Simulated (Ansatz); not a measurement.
Data sheet: Zr$_{5}$Ga$_{3}$ (DFT)

Zr5Ga3:
```cif
data_Ga6Zr10
_chemical_formula_sum 'Zr10 Ga6'
_space_group_name_H-M_alt 'P 1'
_space_group_IT_number 1
_cell_length_a 8.10540
_cell_length_b 8.10540
_cell_length_c 5.73385
_cell_angle_alpha 90.000
_cell_angle_beta 90.000
_cell_angle_gamma 120.000
loop_
_space_group_symop_operation_xyz
  'x, y, z'
loop_
_atom_site_label
_atom_site_type_symbol
_atom_site_fract_x
_atom_site_fract_y
_atom_site_fract_z
_atom_site_occupancy
Zr1 Zr 0.33333 0.66667 0.50000 1
Zr2 Zr 0.66667 0.33333 0.50000 1
Zr3 Zr 0.66667 0.33333 0.00000 1
Zr4 Zr 0.33333 0.66667 0.00000 1
Zr5 Zr 0.75711 0.00000 0.25000 1
Zr6 Zr 0.24289 0.00000 0.75000 1
Zr7 Zr 0.75711 0.75711 0.75000 1
Zr8 Zr 0.24289 0.24289 0.25000 1
Zr9 Zr 0.00000 0.75711 0.25000 1
Zr10 Zr 0.00000 0.24289 0.75000 1
Ga1 Ga 0.39159 0.00000 0.25000 1
Ga2 Ga 0.60841 0.00000 0.75000 1
Ga3 Ga 0.39159 0.39159 0.75000 1
Ga4 Ga 0.60841 0.60841 0.25000 1
Ga5 Ga 0.00000 0.39159 0.25000 1
Ga6 Ga 0.00000 0.60841 0.75000 1
```

Space group P6_3/mcm (No. 193); conventional cell a = 8.105 Å, b = 8.105 Å, c = 5.734 Å, α = 90.00°, β = 90.00°, γ = 120.00°.

Method: r²SCAN in the plane-wave PAW code Ansatz. Structure relaxed to zero pressure with the same functional. Other levels are named where they apply.

**Cell and energy**

```yaml
volume_per_atom: 20.39 Å³
density: 6.77 g/cm³
Formation energy from the elements (no fitted shifts): -0.59 eV/atom
```

**Electronic structure**

```yaml
electronic_character: metallic (no gap)
Density of states at the Fermi level: 1.1 states/eV per atom (mean over ±0.08 eV)
```

The workflow started from a Materials Project entry (that database holds measured and hypothetical structures alike); the Crystallography Open Database copy checked does not list it. Whether it is the stable phase at ambient conditions was not checked. Symmetry was held in the r²SCAN relaxation; its stability against distortions is not shown here. The run is not spin-polarised. Axis ratios of metals converge slowly with the k-mesh, so a and c are less sure than the volume. The references are the lowest solids computed at this level, not always the standard phases. Scalar-relativistic: spin–orbit coupling is off unless named, which matters more the heavier the elements.

Potentials: the later of the program's two PAW sets.
